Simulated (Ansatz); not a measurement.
Relaxation of a generated cell, Fe built in the dhcp structure type; 4 atoms in the cell, which starts as P6₃/mmc (No. 194), hP4; a = 2.5697 Å, b = 2.5697 Å, c = 8.2679 Å, α = 90.00°, β = 90.00°, γ = 120.00°. Computed with r2SCAN (plane waves to 500 eV, PAW, scalar-relativistic; Ansatz, an electronic-structure program). Γ-centred k-mesh 14×14×4 on the run's cell (coarser than for final values), Fermi–Dirac smearing 0.05 eV. This is the first round of the run. Spin-polarised start, with parallel moments on Fe.

The optimiser's lines from the output (shortened; P is positive under compression):

```
relax step   1: F+E_penalty+E_count = -17943.00561149 eV  Δ(F+E_penalty+E_count) = +0.000e0 eV  max|allowed force component| = 1.342e-16 eV/Å  Δτ_max = 0.0000 Å  P = +5.179 GPa  Ω = 47.280 Å³  (19 SCF iters, dr2 threshold 1.00e-7 eV, accepted)
relax step   2: F+E_penalty+E_count = -17943.04139797 eV  Δ(F+E_penalty+E_count) = -3.579e-2 eV  max|allowed force component| = 8.211e-17 eV/Å  Δτ_max = 0.0000 Å  P = +1.616 GPa  Ω = 48.121 Å³  (12 SCF iters, dr2 threshold 4.00e-7 eV, accepted)
relax step   3: F+E_penalty+E_count = -17943.05430595 eV  Δ(F+E_penalty+E_count) = -1.291e-2 eV  max|allowed force component| = 5.667e-17 eV/Å  Δτ_max = 0.0000 Å  P = +0.194 GPa  Ω = 48.539 Å³  (12 SCF iters, dr2 threshold 4.00e-7 eV, accepted)
relax step   4: F+E_penalty+E_count = -17943.05528426 eV  Δ(F+E_penalty+E_count) = -9.783e-4 eV  max|allowed force component| = 6.245e-17 eV/Å  Δτ_max = 0.0000 Å  P = +0.022 GPa  Ω = 48.613 Å³  (11 SCF iters, dr2 threshold 4.00e-7 eV, accepted)
relax step   5: F+E_penalty+E_count = -17943.05528654 eV  Δ(F+E_penalty+E_count) = -2.276e-6 eV  max|allowed force component| = 2.891e-17 eV/Å  Δτ_max = 0.0000 Å  P = -0.001 GPa  Ω = 48.623 Å³  (9 SCF iters, dr2 threshold 2.92e-8 eV, accepted)
relax step   6: F+E_penalty+E_count = -17943.05722600 eV  Δ(F+E_penalty+E_count) = -1.939e-3 eV  max|allowed force component| = 5.320e-17 eV/Å  Δτ_max = 0.0000 Å  P = +0.038 GPa  Ω = 48.623 Å³  stress off target by 8.07e-2 GPa  SCF on the basis re-selected at this cell (its energy is not comparable with the rows above)  (18 SCF iters)
relax step   7: F+E_penalty+E_count = -17943.05721606 eV  Δ(F+E_penalty+E_count) = +9.944e-6 eV  max|allowed force component| = 6.014e-17 eV/Å  Δτ_max = 0.0000 Å  P = -0.002 GPa  Ω = 48.635 Å³  (8 SCF iters, dr2 threshold 1.63e-8 eV, accepted)
relax step   8: F+E_penalty+E_count = -17943.05723180 eV  Δ(F+E_penalty+E_count) = -1.574e-5 eV  max|allowed force component| = 6.014e-17 eV/Å  Δτ_max = 0.0000 Å  P = -0.002 GPa  Ω = 48.635 Å³  stress off target by 1.96e-3 GPa  SCF on the basis re-selected at this cell (its energy is not comparable with the rows above)  (12 SCF iters)
```

From the first to the last row the energy changes by -0.01 eV/atom and the volume by +2.9 %. The last row is marked as not comparable with the walk above it, whose basis was carried along; it does compare with step 1, since both stand on a basis selected at the nominal cutoff for their own cell.

Later rounds, restarted from the end of this one on a renewed k-mesh, logged 5 more steps and released under 0.01 eV/atom more. The final structure after all rounds: P6₃/mmc (No. 194), hP4, AFLOW prototype A_hP4_194_ac (A3', as in La); a = b = 2.5609 Å, c = 8.5812 Å, α = β = 90.00°, γ = 120.00°. Between re-selections the logged energies stand on a plane-wave basis carried along with the cell. Spin state reached: ferromagnetic (net 2.82 μB/atom), from parallel starting moments; other spin orders were not run from this start. r2SCAN tends to overstate moments in metals. The program's look for a lower electronic state was skipped, cut short or left open in this run.

The run could not lose the symmetry of its start: the end is stationary, and may be a saddle point rather than a minimum.

All atoms sit on sites fixed by symmetry, so only the cell could relax.

The relaxed structure here is a generated cell of Fe: the first start was made by placing the elements on the sites of a structure type, and the end was not matched to a known phase here, so it may be hypothetical. Known forms of Fe include space group No. 229.
